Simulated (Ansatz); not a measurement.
Relaxed-ion elastic tensor of Ag₃Au (Cu3Au type, space group No. 221) in GPa (Voigt order), the program Ansatz at the r²SCAN level (PAW); density 12.48 g/cm³, 17.32 Å³ per atom.

```
 136   103   103   0.0   0.0   0.0
 103   136   103   0.0   0.0   0.0
 103   103   136   0.0   0.0   0.0
 0.0   0.0   0.0  42.7   0.0   0.0
 0.0   0.0   0.0   0.0  42.7   0.0
 0.0   0.0   0.0   0.0   0.0  42.7
```

Question: Is the crystal mechanically stable?

Answer: Yes: the smallest eigenvalue of C is 32.1 GPa.

Question: Work out the Voigt, Reuss and Hill averages.

Answer: K_V = 114, K_R = 114, K_H = 114; G_V = 32.0, G_R = 25.7, G_H = 28.9 GPa.

Question: Give Young's modulus, Poisson's ratio, Pugh's ratio and the universal anisotropy index.

Answer: E = 9KG/(3K + G) = 79.8 GPa; ν = 0.38; K/G = 3.96 (ductile by the Pugh limit of 1.75); A_U = 5G_V/G_R + K_V/K_R − 6 = 1.24.

Question: Estimate the sound speeds and the Debye temperature.

Answer: v_l = √((K + 4G/3)/ρ) = 3500 m/s, v_t = √(G/ρ) = 1520 m/s, mean 1720 m/s; Θ = (h/k)(3n/4πV)^(1/3) v_m = 198 K.

Question: Give the Zener ratio and Young's modulus along [100], [110] and [111].

Answer: A = 2C44/(C11 − C12) = 2.66; 1/E = S11 − 2(S11 − S12 − S44/2)Γ with Γ = 0, 1/4, 1/3 gives 46.0, 83.2, 114 GPa.

Space group Pm-3m (Cu3Au type). The first step of the workflow began from a Materials Project structure, measured or hypothetical; the Crystallography Open Database copy checked does not list it. Its standing as an ambient phase is unchecked. The cell was relaxed with r²SCAN under the symmetry of its start; its stability against distortions is not shown here. The run is not spin-polarised. As this level gives no gap, shear constants depend on the k-mesh and smearing (Fermi–Dirac, 0.1 eV here). Scalar-relativistic: spin–orbit coupling is off unless named, which matters more the heavier the elements.

Potentials: the later of the program's two PAW sets.
